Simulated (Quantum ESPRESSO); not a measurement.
# Computed records: Si$_{6}$BN (made-up cell)

Computed with Quantum ESPRESSO 7.5. Calculation on a made-up crystal cell, not a measurement: periodic Kohn-Sham density functional theory in plane waves with PseudoDojo standard norm-conserving scalar-relativistic pseudopotentials, each functional with its own files (v0.5 for PBE, v0.4.1 for LDA and PBEsol), no spin polarisation, no spin-orbit coupling, atoms not relaxed, stress positive in tension, energies less a fixed whole-eV offset for each atom's element; levels are Kohn-Sham levels at fractions of this cell's reciprocal vectors, counted from the reference band (half the neutral cell's valence electrons, rounded up) at Gamma; error bars cover cutoff and k-mesh only, not smearing or the files; added strain carries the atoms with the cell, and shear is the tensor component; each bar is the largest change over components, and at least 0.002 eV, 0.002 eV per angstrom or 0.02 GPa; energies are for the whole cell, and the offsets were chosen from early runs and are not element reference energies.

Common to all runs: lattice type zincblende/diamond; functional pbe; cutoff 1143 eV; fermi dirac smearing 0.1 eV; scf tolerance 1e-07 eV; electrons removed 0; added strain kind zz; k mesh 6 x 6 x 6, shifted by half a step.

(1) Si$_{6}$BN (made-up cell)

Unstrained structure:
```
cell vectors (Å)
   5.3948     0.0321     0.0329
   0.0321     5.4337    -0.0058
   0.0329    -0.0058     5.2798
atoms (fractions of the cell vectors)
Si  0.00111  0.02168  0.00358
Si -0.00507  0.49593  0.47487
B   0.49333 -0.00434  0.49001
N   0.50499  0.51221 -0.02020
Si  0.25097  0.23280  0.25802
Si  0.25108  0.75910  0.74157
Si  0.73656  0.24404  0.75584
Si  0.75970  0.75159  0.24508
```

Here we set added strain 0.0189 and structure shown before the added strain of 0.0189.

It finds free energy less offsets 3.208 eV; smearing term minus ts -0.04204 eV; scf iterations 11; pressure -12.24 GPa; stress xx 12.09 GPa; stress yy 12.82 GPa; stress zz 11.82 GPa; stress yz 0.6687 GPa; stress xz -0.3677 GPa; stress xy 0.3723 GPa; fermi level -0.02384 eV; reference band 16; error bar energy 0.008562 eV; error bar stress 0.02274 GPa; error bar force 0.007751 eV/Å; error bar next band up 0.002 eV; error bar fermi level 0.01355 eV; error bars from tighter rerun of a related cell.

Atoms:
| atoms element | atom site | atom energy offset (eV) |
| --- | --- | --- |
| Si | 1 | -115 |
| Si | 2 | -115 |
| B | 3 | -79 |
| N | 4 | -283 |
| Si | 5 | -115 |
| Si | 6 | -115 |
| Si | 7 | -115 |
| Si | 8 | -115 |

Forces:
| site | x (eV/Å) | y (eV/Å) | z (eV/Å) |
| --- | --- | --- | --- |
| 1 | -0.04171 | -1.186 | -0.5021 |
| 2 | 0.319 | -0.2385 | 1.797 |
| 3 | 0.2129 | -0.07326 | 0.2182 |
| 4 | 0.2339 | -0.2766 | -0.1338 |
| 5 | 2.629 | 0.04487 | 0.5764 |
| 6 | 1.853 | -0.1953 | -0.553 |
| 7 | -2.221 | 1.046 | -1.126 |
| 8 | -2.985 | 0.8781 | -0.2764 |

Levels:
| level k point | next band up (eV) |
| --- | --- |
| Gamma | 0.1978 |
| (1/2,1/2,1/2) | -0.1127 |
| (0.15,0,0) | 0.03017 |
| (0,0.15,0) | 0.05101 |
| (0,0,0.15) | 0.02769 |

(2) Si$_{6}$BN (made-up cell)

The structure is that of entry 1.

It was run with added strain 0.0227 and structure shown before the added strain of 0.0227.

The calculation gives: free energy less offsets 3.252 eV; smearing term minus ts -0.04237 eV; scf iterations 11; pressure -12.41 GPa; stress xx 12.15 GPa; stress yy 12.88 GPa; stress zz 12.2 GPa; stress yz 0.6643 GPa; stress xz -0.344 GPa; stress xy 0.3591 GPa; fermi level -0.01573 eV; reference band 16; error bar energy 0.008562 eV; error bar stress 0.02274 GPa; error bar force 0.007751 eV/Å; error bar next band up 0.002 eV; error bar fermi level 0.01355 eV; error bars from tighter rerun of a related cell.

Atoms:
| atoms element | atom site | atom energy offset (eV) |
| --- | --- | --- |
| Si | 1 | -115 |
| Si | 2 | -115 |
| B | 3 | -79 |
| N | 4 | -283 |
| Si | 5 | -115 |
| Si | 6 | -115 |
| Si | 7 | -115 |
| Si | 8 | -115 |

Forces:
| site | x (eV/Å) | y (eV/Å) | z (eV/Å) |
| --- | --- | --- | --- |
| 1 | -0.03664 | -1.178 | -0.5003 |
| 2 | 0.3152 | -0.2358 | 1.785 |
| 3 | 0.2071 | -0.07687 | 0.2109 |
| 4 | 0.2344 | -0.2784 | -0.1417 |
| 5 | 2.594 | 0.03588 | 0.5755 |
| 6 | 1.835 | -0.1859 | -0.5476 |
| 7 | -2.196 | 1.041 | -1.113 |
| 8 | -2.954 | 0.8782 | -0.2679 |

Levels:
| level k point | next band up (eV) |
| --- | --- |
| Gamma | 0.2066 |
| (1/2,1/2,1/2) | -0.09426 |
| (0.15,0,0) | 0.03772 |
| (0,0.15,0) | 0.05822 |
| (0,0,0.15) | 0.03789 |
